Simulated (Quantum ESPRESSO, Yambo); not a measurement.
For KOH (space group P2_1/c, No. 14), Yambo gives the independent-particle static dielectric constant along x as 2.69 on PBEsol bands and 2.37 after a scissor of 2.54 eV widens every gap (4×4×2 mesh, 127 bands, 3 Ry local-field block, 0.2 eV broadening). Axes are Cartesian, with cell vectors (Å) (5.65, 0.00, 0.00), (0.00, 3.97, 0.00), (-3.02, 0.00, 7.25).

### Question
A scissor keeps the position matrix elements. In a one-oscillator model, how does ε − 1 scale, and what mean transition energy do the two values imply?

### Answer
Each transition adds |r|²/E to ε − 1, so ε − 1 ∝ 1/(E0 + Δ). Then (2.37 − 1)/(2.69 − 1) = E0/(E0 + Δ) = 0.811, and E0 = Δ(ε' − 1)/(ε − ε') = 10.9 eV. The computed Im ε, weighted by 1/E up to 20 eV, has its mean at 10.8 eV; the smallest direct PBEsol gap is 3.86 eV. The scissor comes from a G0W0 run whose convergence isn't established. Convergence of the RPA response with its 4×4×2 mesh was not tested.

Bands from Quantum ESPRESSO.

Geometry of the Materials Project entry, not relaxed at this level; primitive cell a = 5.647 Å, b = 3.968 Å, c = 7.852 Å, α = γ = 90.00°, β = 112.62°.
